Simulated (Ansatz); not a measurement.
LuPt3 in Ansatz, relaxation

Launch command:

```bash
ansatz run input.yaml --threads 2 --pin off --max-ram 3584MiB --backend cpu --events-out ev --progress --plain --runs-dir out
```

input.yaml:

```yaml
crystal:
  lattice:
    - [4.06701369, 0.0, 0.0]
    - [0.0, 4.06701369, 0.0]
    - [0.0, 0.0, 4.06701369]
  atoms:
    - { symbol: Pt, position: [0.0, 0.5, 0.5] }
    - { symbol: Pt, position: [0.5, 0.0, 0.5] }
    - { symbol: Pt, position: [0.5, 0.5, 0.0] }
    - { symbol: Lu, position: [0.0, 0.0, 0.0] }
  symmetry: { tolerance: 0.0003 }
kpoints:
  mp_grid: { grid: [8, 8, 8], shift: [0, 0, 0] }
magnetization:
  spin_polarized: false
scf:
  occupations: { method: fermi_dirac }
  lower_state_search: "off"
hamiltonian:
  pseudopotentials: { kind: paw }
  xc: r2scan
basis:
  ecutwfc: 500
  fft_grid_basis: typed
relax:
  max_steps: 60
  cell: { p_target: 0.0 }
  f_tol: 0.03
output:
  forces: true
  stress: true
  eigenvalues: true
  bader: true
  populations: true
  elf: true
  write_potential: true
  volumetric_format: npy
  dos:
    e_range: [-12, 8]
    de: 0.05
    projected: { site_lists: { Lu: [Lu], Pt: [Pt] } }
  write_density: true
checkpoint:
  read: saved_state
```

Origin of the cell: a database entry, scaled a little.

The smearing width isn't typed, so it takes its default of 0.1 eV.

The saved state is a converged single point of the same cell.

Steps («new basis» is an SCF on plane waves selected anew at the same cell):

```csv
step,ΔF (meV/atom),max force component (eV/Å),P (GPa),volume (Å³),SCF iterations,step was
1,0.0,0.000,-1.96,67.27,8,accepted
2,5.4,0.000,5.36,64.96,9,rejected
3,-1.1,0.000,-0.10,66.64,12,accepted
4,-1.1,0.000,0.00,66.60,7,accepted
5,-1.0,0.000,0.00,66.60,6,new basis
```

Before:

Space group Pm-3m (No. 221); the run's cell has a = 4.067 Å, b = 4.067 Å, c = 4.067 Å, α = 90.00°, β = 90.00°, γ = 90.00°. Shortest distances: Pt–Pt 2.88 Å, Lu–Pt 2.88 Å.

The relaxed structure.

Space group Pm-3m (No. 221); the run's cell has a = 4.054 Å, b = 4.054 Å, c = 4.054 Å, α = 90.00°, β = 90.00°, γ = 90.00°. Shortest distances: Pt–Pt 2.87 Å, Lu–Pt 2.87 Å.

```
CELL_PARAMETERS angstrom
4.05353 0.00000 0.00000
0.00000 4.05353 0.00000
0.00000 0.00000 4.05353
ATOMIC_POSITIONS crystal
Pt 0.00000 0.50000 0.50000
Pt 0.50000 0.00000 0.50000
Pt 0.50000 0.50000 0.00000
Lu 0.00000 0.00000 0.00000
```

```yaml
Free_energy_lowered_by: 1.0 meV/atom
Volume_change: -0.99 %
Final_pressure: 0.00 GPa
Relaxation_steps_listed: 5
```

Caveats: no moments, though an odd count or open d shells may carry them; no spin-orbit coupling, though heavy elements are present; the relaxation held the start's symmetry, so the end may be a saddle point.

The run took 68 s on 2 threads of Arm Neoverse V1 (shared host), peak memory 0.59 GiB, from a saved density.
